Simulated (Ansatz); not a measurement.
Cs:
```yaml
crystal:
  lattice:
    - [0.00000, 3.95616, 3.95616]
    - [3.95616, 0.00000, 3.95616]
    - [3.95616, 3.95616, 0.00000]
  atoms:
    - { symbol: Cs, position: [0.00000, 0.00000, 0.00000] }
```

Relaxed with r²SCAN.

**Question.** Map the electron localisation function on the plane through (0.000, 0.000, 0.000) spanned by u = [1, 1, 0] and v = [1, -1, 0] in lattice vectors, from r²SCAN in the plane-wave PAW code Ansatz.

**Answer.** x is the fraction of u, y of v (the angle between them is 90°; rows are the nearest grid lines); atoms in the plane: Cs at (0.00, 0.00), Cs at (0.50, 0.50).
```
y \ x   0.000  0.100  0.175  0.275  0.375  0.450  0.550  0.625  0.725  0.825  0.900   1.00
------  -----  -----  -----  -----  -----  -----  -----  -----  -----  -----  -----  -----
1.00    0.025  0.892  0.244  0.203  0.391  0.229  0.229  0.391  0.203  0.244  0.892  0.025
0.929   0.462  0.883  0.184  0.217  0.220  0.068  0.068  0.220  0.217  0.184  0.883  0.462
0.857   0.882  0.810  0.078  0.242  0.046  0.036  0.036  0.046  0.242  0.078  0.810  0.882
0.786   0.838  0.499  0.035  0.177  0.041  0.284  0.284  0.041  0.177  0.035  0.499  0.838
0.679   0.127  0.037  0.077  0.057  0.451  0.869  0.869  0.451  0.057  0.077  0.037  0.127
0.607   0.034  0.058  0.283  0.038  0.740  0.876  0.876  0.740  0.038  0.283  0.058  0.034
0.536   0.124  0.273  0.422  0.033  0.825  0.701  0.701  0.825  0.033  0.422  0.273  0.124
0.464   0.124  0.273  0.422  0.033  0.825  0.701  0.701  0.825  0.033  0.422  0.273  0.124
0.393   0.034  0.058  0.283  0.038  0.740  0.876  0.876  0.740  0.038  0.283  0.058  0.034
0.321   0.127  0.037  0.077  0.057  0.451  0.869  0.869  0.451  0.057  0.077  0.037  0.127
0.214   0.838  0.499  0.035  0.177  0.041  0.284  0.284  0.041  0.177  0.035  0.499  0.838
0.143   0.882  0.810  0.078  0.242  0.046  0.036  0.036  0.046  0.242  0.078  0.810  0.882
0.0714  0.462  0.883  0.184  0.217  0.220  0.068  0.068  0.220  0.217  0.184  0.883  0.462
0.000   0.025  0.892  0.244  0.203  0.391  0.229  0.229  0.391  0.203  0.244  0.892  0.025
```

The density is the valence pseudo-density with augmentation charge, so density and ELF within about 1 Å of a nucleus are not all-electron values.

Space group Fm-3m (fcc (Cu type)). The first step of the workflow began from a Materials Project structure, measured or hypothetical; the Crystallography Open Database files this formula in space group No. 225, but the cells were not matched. It is not the phase usual at ambient conditions (space group No. 229). The cell was relaxed with r²SCAN under the symmetry of its start; whether a distortion lowers the energy is not shown. Spin–orbit coupling is left out wherever it is not named.

Potentials: the earlier of the program's two PAW sets.
